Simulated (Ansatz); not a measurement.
Consider the following.

Be (hcp, Mg type)

```cif
data_Be2
_chemical_formula_sum 'Be2'
_space_group_name_H-M_alt 'P63/mmc'
_space_group_IT_number 194
_space_group_name_Hall '-P 6c 2c'
_cell_length_a 2.25685
_cell_length_b 2.25685
_cell_length_c 3.55250
_cell_angle_alpha 90.000
_cell_angle_beta 90.000
_cell_angle_gamma 120.000
loop_
_atom_site_label
_atom_site_type_symbol
_atom_site_symmetry_multiplicity
_atom_site_Wyckoff_symbol
_atom_site_fract_x
_atom_site_fract_y
_atom_site_fract_z
_atom_site_occupancy
Be1 Be 2 d 0.66667 0.33333 0.25000 1
```

This relaxed cell (volume V₀) is scaled evenly in all directions, its shape held. Symmetry pins the atoms to their sites.

Method: PBEsol (plane waves to 420 eV, PAW, scalar-relativistic; Ansatz, a program for electronic structure). k mesh 23×23×13 (Γ-centred), Fermi-Dirac smearing 0.05 eV. Energies are smeared free energies. Compression counts positive. With the shape held, the modulus is that of even scaling; a crystal free to change shape is softer. Be was relaxed with its symmetry unable to fall. The PAW data are Ansatz's earlier set. ΔE is measured from the relaxed starting cell.

The scan covers V/V₀ from 0.900 to 1.100 in 9 points.

Task: What is the fitted pressure derivative B₀′?

Result: 3.3.

Task: What bulk modulus at fixed cell shape B₀ follows from a third-order Birch-Murnaghan fit?

Result: 124 GPa.

(Under strain, the slope of the energy per volume gives the stress and its curvature an elastic modulus.)
